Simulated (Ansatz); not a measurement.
YB12 (space group Fm-3m): energy against volume

YB$_{12}$ (space group Fm-3m)

```yaml
crystal:
  lattice:
    - [0.00000, 3.72873, 3.72873]
    - [3.72873, 0.00000, 3.72873]
    - [3.72873, 3.72873, 0.00000]
  atoms:
    - { symbol: Y, position: [0.00000, 0.00000, 0.00000] }
    - { symbol: B, position: [0.50000, 0.16236, 0.50000] }
    - { symbol: B, position: [0.50000, 0.83764, 0.50000] }
    - { symbol: B, position: [0.16236, 0.50000, 0.50000] }
    - { symbol: B, position: [0.83764, 0.50000, 0.50000] }
    - { symbol: B, position: [0.16236, 0.50000, 0.83764] }
    - { symbol: B, position: [0.83764, 0.50000, 0.16236] }
    - { symbol: B, position: [0.50000, 0.16236, 0.83764] }
    - { symbol: B, position: [0.50000, 0.83764, 0.16236] }
    - { symbol: B, position: [0.50000, 0.50000, 0.16236] }
    - { symbol: B, position: [0.50000, 0.50000, 0.83764] }
    - { symbol: B, position: [0.83764, 0.16236, 0.50000] }
    - { symbol: B, position: [0.16236, 0.83764, 0.50000] }
```

Equation-of-state scan: isotropic scaling of the cell above, V₀ being its volume. The atoms relax within the cell's symmetry.

Method: PBEsol (plane waves to 420 eV, PAW, scalar-relativistic; Ansatz, a first-principles code). k mesh 9×9×9 (Γ-centred), Fermi-Dirac smearing 0.05 eV. The energy includes the smearing's −TS. Stress and pressure are positive under compression. YB12 is run without spin polarisation. YB12 was relaxed with its symmetry unable to fall. The zero of ΔE is the relaxed starting cell.

| V (Å³/atom) | ΔE (eV/atom) | P (GPa) |
|---|---|---|
| 7.178 | 0.065 | 28.4 |
| 7.311 | 0.044 | 22.7 |
| 7.444 | 0.027 | 17.5 |
| 7.577 | 0.015 | 12.6 |
| 7.710 | 0.007 | 8.1 |
| 7.843 | 0.002 | 3.9 |
| 7.976 | 0.000 | 0.0 |
| 8.109 | 0.002 | -3.6 |
| 8.242 | 0.006 | -6.9 |
| 8.374 | 0.013 | -10.0 |
| 8.507 | 0.022 | -12.9 |
| 8.640 | 0.034 | -15.5 |
| 8.773 | 0.048 | -18.0 |

Derived quantities:

```
Quantity                                                 Result
-------------------------------------------------  ------------
Pressure at the smallest volume                        28.4 GPa
Energy cost of the largest compression              65 meV/atom
Energy cost of the largest expansion                48 meV/atom
Bulk modulus B₀ (third-order Birch-Murnaghan fit)       224 GPa
Pressure derivative B₀′ (fit)                               3.5
Equilibrium volume of the fit                      7.98 Å³/atom
Pressure for 5 % compression (fit)                     12.6 GPa
```

The 13 points together took very roughly 3 core-minutes.

(Under strain, the slope of the energy per volume gives the stress and its curvature an elastic modulus.)
